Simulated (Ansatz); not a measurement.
In2GaAs3:
```cif
data_As3GaIn2
_chemical_formula_sum 'In2 Ga1 As3'
_space_group_name_H-M_alt 'P 1'
_space_group_IT_number 1
_cell_length_a 9.46792
_cell_length_b 9.46792
_cell_length_c 9.46792
_cell_angle_alpha 154.328
_cell_angle_beta 154.328
_cell_angle_gamma 36.623
loop_
_space_group_symop_operation_xyz
  'x, y, z'
loop_
_atom_site_label
_atom_site_type_symbol
_atom_site_fract_x
_atom_site_fract_y
_atom_site_fract_z
_atom_site_occupancy
In1 In 0.33722 0.33722 0.00000 1
In2 In 0.66278 0.66278 0.00000 1
Ga1 Ga 0.00000 0.00000 0.00000 1
As1 As 0.25000 0.75000 0.50000 1
As2 As 0.57492 0.07492 0.50000 1
As3 As 0.92508 0.42508 0.50000 1
```

Relaxed with r²SCAN.

Task: Tabulate the valence density and the electron localisation function along the shortest Ga–As contact (2.50 Å), the program Ansatz at the r²SCAN level (PAW).

Result: 

| distance from Ga (Å) | density (e/Å³) | ELF |
|---|---|---|
| 0.25 | 26.33 | 0.03 |
| 0.37 | 11.70 | 0.03 |
| 0.50 | 4.32 | 0.07 |
| 0.62 | 1.67 | 0.15 |
| 0.75 | 0.86 | 0.24 |
| 0.87 | 0.58 | 0.30 |
| 1.00 | 0.47 | 0.40 |
| 1.12 | 0.44 | 0.59 |
| 1.25 | 0.46 | 0.75 |
| 1.37 | 0.52 | 0.79 |
| 1.50 | 0.62 | 0.77 |
| 1.62 | 0.81 | 0.73 |
| 1.75 | 1.30 | 0.66 |
| 1.87 | 2.71 | 0.53 |
| 2.00 | 6.13 | 0.36 |
| 2.12 | 12.60 | 0.21 |
| 2.25 | 21.67 | 0.15 |

The density is the valence pseudo-density with augmentation charge, so density and ELF within about 1 Å of a nucleus are not all-electron values.

Space group I-4m2. The workflow started from a Materials Project entry (that database holds measured and hypothetical structures alike); the Crystallography Open Database copy checked does not list it. With In and Ga taken as one species the cell has the higher symmetry F-43m, so it may be an ordered model of a mixed-site phase. Its standing as an ambient phase is unchecked. The r²SCAN relaxation kept the symmetry of its start; whether a distortion lowers the energy is not shown.

Potentials: the later of the program's two PAW sets.
